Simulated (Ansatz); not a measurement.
A geometry of NbP away from equilibrium: step 5 of the relaxation of a relaxed NbP cell displaced along its unstable phonon at q = (0, ½, 0) of its primitive reciprocal cell (52i cm⁻¹), largest move 0.15 Å. Computed with PBE (plane waves to 420 eV, PAW, scalar-relativistic; Ansatz, a first-principles code). Γ-centred k-mesh 10×4×8 on the run's cell (coarser than for final values), Fermi–Dirac smearing 0.05 eV. The plane waves were selected for a different cell earlier on the path.

```xyz
8
Lattice="3.5639 0.0000 0.0084 0.0001 9.6306 0.0146 -1.7676 0.0064 4.2467" Properties=species:S:1:pos:R:3 pbc="T T T"
Nb     1.7880     1.2385     2.6661
Nb     1.7879     5.9885     2.6649
Nb     0.0091     3.6180     1.1677
Nb     0.0079     8.4301     2.0542
P      0.0092     1.0460     0.9428
P      0.0090     6.1871     0.9399
P      1.7884     3.6147     2.8827
P      1.7859     8.4253     3.7603
```

Task: What forces act on the atoms (eV/Å)?

Result: 
| atom | Fx | Fy | Fz |
|---|---|---|---|
| Nb1 | 0.00 | -0.06 | -0.15 |
| Nb2 | 0.00 | 0.10 | -0.12 |
| Nb3 | -0.01 | -0.03 | -0.31 |
| Nb4 | -0.01 | -0.01 | 0.29 |
| P5 | 0.00 | 0.13 | 0.34 |
| P6 | 0.00 | -0.11 | 0.38 |
| P7 | 0.00 | -0.01 | 0.00 |
| P8 | 0.01 | 0.00 | -0.42 |

The path ends in Amm2 (No. 38). No spin polarisation in the result.

The end of the path is a generated cell of NbP: the first start was made by placing the elements on the sites of a structure type, and the end was not matched to a known phase here, so it may be hypothetical.
